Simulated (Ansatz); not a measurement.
## TePd: computed property card

TePd:
```
TePd
1.0
    1.89570    -5.19926     0.00000
    1.89570     5.19926     0.00000
    0.00000     0.00000     4.03955
Te Pd
2 2
Direct
  0.64051   0.35949   0.25000
  0.35949   0.64051   0.75000
  0.90262   0.09738   0.25000
  0.09738   0.90262   0.75000
```

Space group Cmcm (No. 63); conventional cell a = 3.7914 Å, b = 10.3985 Å, c = 4.0396 Å, α = β = γ = 90.00°.

Method: DFT-PBEsol in the program Ansatz with PAW potentials. The cell and atoms are relaxed at this level. Other levels are named where they apply.

**Cell and energy**

Volume per atom: 19.91 Å³
Density: 9.76 g/cm³
Formation energy from the elements (no fitted shifts): -0.29 eV/atom

**Electronic structure**

- Electronic character: metallic (no gap)
- Density of states at the Fermi level: 0.52 states/eV per atom (mean over ±0.08 eV)

**Mechanics**

Bulk modulus (Birch–Murnaghan fit): 118 GPa
Pressure derivative B′: 5.3

The start of the workflow was typed in or built on a structure type; neither database checked (COD, Materials Project) lists it. COD files the formula under space group No. 194. Whether it is the stable phase at ambient conditions was not checked. The PBEsol relaxation kept the symmetry of its start; its stability against distortions is not shown here. The run is not spin-polarised. The references are the lowest solids computed at this level, not always the standard phases. Spin–orbit coupling is left out wherever it is not named.

Potentials: the earlier of the program's two PAW sets. The files were generated under PBE; for other functionals the program regenerates the frozen cores, and for LDA and PBEsol the local potential too.
